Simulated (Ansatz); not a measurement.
CdS:
```yaml
crystal:
  lattice:
    - [4.12437, 0.00000, 0.00000]
    - [-2.06219, 3.57181, 0.00000]
    - [0.00000, 0.00000, 6.70978]
  atoms:
    - { symbol: Cd, position: [0.66667, 0.33333, 0.50021] }
    - { symbol: Cd, position: [0.33333, 0.66667, 0.00021] }
    - { symbol: S, position: [0.66667, 0.33333, 0.87679] }
    - { symbol: S, position: [0.33333, 0.66667, 0.37679] }
```

Cartesian axes are those of the cell as given.

### Question
Give the proper piezoelectric stress tensor with relaxed ions from plane-wave PAW PBEsol (Ansatz code).

### Answer
In C/m², rows x, y, z, Voigt columns; mesh uncertainty up to 0.01.
```
 0.00   0.00   0.00   0.00  -0.17   0.00
 0.00   0.00   0.00  -0.17   0.00   0.00
-0.23  -0.23   0.40   0.00   0.00   0.00
```

The elastic tensor of the same run (GPa):

```tsv
	1	2	3	4	5	6
1	85.8	52.3	45.0	0.0	0.0	0.0
2	52.3	85.8	45.0	0.0	0.0	0.0
3	45.0	45.0	94.7	0.0	0.0	0.0
4	0.0	0.0	0.0	15.0	0.0	0.0
5	0.0	0.0	0.0	0.0	15.0	0.0
6	0.0	0.0	0.0	0.0	0.0	16.7
```

### Question
Convert to strain constants d = e·S.

### Answer
In pC/N:
```
  0.0    0.0    0.0    0.0  -11.4    0.0
  0.0    0.0    0.0  -11.4    0.0    0.0
 -4.4   -4.4    8.4    0.0    0.0    0.0
```

Space group P6_3mc (wurtzite). Symmetry was held in the PBEsol relaxation. Signs of piezoelectric constants follow the polarity of the cell as given.

Potentials: the earlier of the program's two PAW sets. The files were generated under PBE; for other functionals the program regenerates the frozen cores, and for LDA and PBEsol the local potential too.
